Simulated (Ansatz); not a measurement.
A geometry of AlCu away from equilibrium: step 39 of the relaxation of a generated cell, AlCu placed in the AFLOW prototype AB_hR6_160_3a_3a (as in SiC). Method: PBEsol (plane waves to 420 eV, PAW, scalar-relativistic; Ansatz, an electronic-structure program). Γ-centred k-mesh 11×11×11 on the run's cell (coarser than for final values), Fermi–Dirac smearing 0.05 eV.

```xyz
6
Lattice="1.3834 0.7987 12.0806 -1.3834 0.7987 12.0806 0.0000 -1.5975 12.0806" Properties=species:S:1:pos:R:3 pbc="T T T"
Cu     0.0000     0.0000     0.3907
Cu     0.0000     0.0000     6.5032
Cu     0.0000     0.0000    28.7928
Al     0.0000     0.0000     2.7373
Al     0.0000     0.0000    10.5600
Al     0.0000     0.0000    32.5603
```

Task: Predict the force on each atom, in eV/Å.

Result: 
```tsv
atom	Fx	Fy	Fz
Cu1	0.00	0.00	-0.25
Cu2	0.00	0.00	0.08
Cu3	0.00	0.00	-0.10
Al4	0.00	0.00	0.23
Al5	0.00	0.00	0.20
Al6	0.00	0.00	-0.16
```

Task: What is the pressure?

Result: +4.9 GPa, compression positive.

No spin polarisation in the result.

The run could not lose the symmetry of its start, so the end can be a saddle point.

The end of the path is a generated cell of AlCu: the first start was made by placing the elements on the sites of a structure type, and the end was not matched to a known phase here, so it may be hypothetical.
